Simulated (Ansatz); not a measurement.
Re:
```
CELL_PARAMETERS angstrom
      2.77568     0.00000     0.00000
     -1.38784     2.40381     0.00000
      0.00000     0.00000     8.95670
ATOMIC_POSITIONS crystal
  Re 0.00000 0.00000 0.00000
  Re 0.00000 0.00000 0.50000
  Re 0.33333 0.66667 0.25000
  Re 0.66667 0.33333 0.75000
```

Relaxed with PBE. Special points in fractions of this cell's reciprocal vectors: Γ (0.000, 0.000, 0.000); M (0.500, 0.000, 0.000); K (0.333, 0.333, 0.000); A (0.000, 0.000, 0.500); L (0.500, 0.000, 0.500); H (0.333, 0.333, 0.500).

**Question.** List the band energies nearest the Fermi level at these points for PBE with spin–orbit coupling (plane waves, PAW; program Ansatz).

**Answer.** In eV from the Fermi level; about four levels below and three above (degenerate sets whole), none deeper than 8.9 eV; points with the same levels are listed once.

```tsv
k	below	above
Γ	-0.89 -0.89 -0.79 -0.79	0.33 0.33 0.59 0.59
M	-2.10 -2.10 -0.80 -0.80	0.22 0.22 0.29 0.29
K	-2.26 -2.26 -0.20 -0.20	0.02 0.02 1.51 1.51
A	-1.13 -1.13 -1.13 -1.13	1.13 1.13 1.13 1.13
L	-0.74 -0.74 -0.74 -0.74	0.14 0.14 0.14 0.14
H	-2.28 -2.28 -2.27 -2.27 -0.18 -0.18	0.11 0.11 0.83 0.83
```

Space group P6_3/mmc (dhcp (α-La type)). The first step of the workflow began from a Materials Project structure, measured or hypothetical. Its sites differ from those of the usual phase in this space group: another stacking or structure type. Symmetry was held in the PBE relaxation; its stability against distortions is not shown here. No spin polarisation was allowed.

Potentials: the earlier of the program's two PAW sets.
